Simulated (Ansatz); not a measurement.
BaS (rock salt, space group No. 225), LDA in the plane-wave PAW code Ansatz. The conduction-band minimum lies at X, with 3 equivalent valleys. Second derivatives d²E/dk² of the lowest band at one valley (eV·Å²), along Cartesian directions:

| direction | d²E/dk² |
|---|---|
| [100] | 6.008 |
| [010] | 24.79 |
| [001] | 24.79 |
| [110] | 15.40 |
| [101] | 15.40 |
| [011] | 24.79 |

**Question.** Find the principal effective masses, the density-of-states mass and the conductivity mass.

**Answer.** Off-diagonal terms follow from H_xy = H[110] − (H_xx + H_yy)/2, and m*/mₑ = 7.620 eV·Å² over each eigenvalue: 0.31, 0.31, 1.3. One valley's DOS mass (m₁m₂m₃)^(1/3) = 0.49, conductivity mass 3/(Σ 1/mᵢ) = 0.41 mₑ.

**Question.** What effective density of states Nc follows at 300 K for parabolic valleys?

**Answer.** Nc = 2.509e19 × 3 × (0.49)^(3/2) ≈ 2.6e19 cm⁻³.

**Question.** With the computed static dielectric constant 14.4 (mean of the diagonal), estimate a hydrogenic donor's binding energy and radius.

**Answer.** E = 13.606 eV × 0.41/14.4² ≈ 27 meV; a = 0.529 Å × ε/m* ≈ 19 Å. Semilocal masses tend to be too small where the gap is.

**Question.** With ε∞ = 5.13 and ω_LO = 254 cm⁻¹, what Fröhlich coupling constant follows?

**Answer.** α = (1/ε∞ − 1/ε0) √(m* × 13.606 eV/ħω_LO) = 1.7.

Space group Fm-3m (rock salt). The cell was relaxed with LDA under the symmetry of its start; phonons on a q-mesh show no instability. Spin–orbit coupling is left out wherever it is not named.

Potentials: the later of the program's two PAW sets.
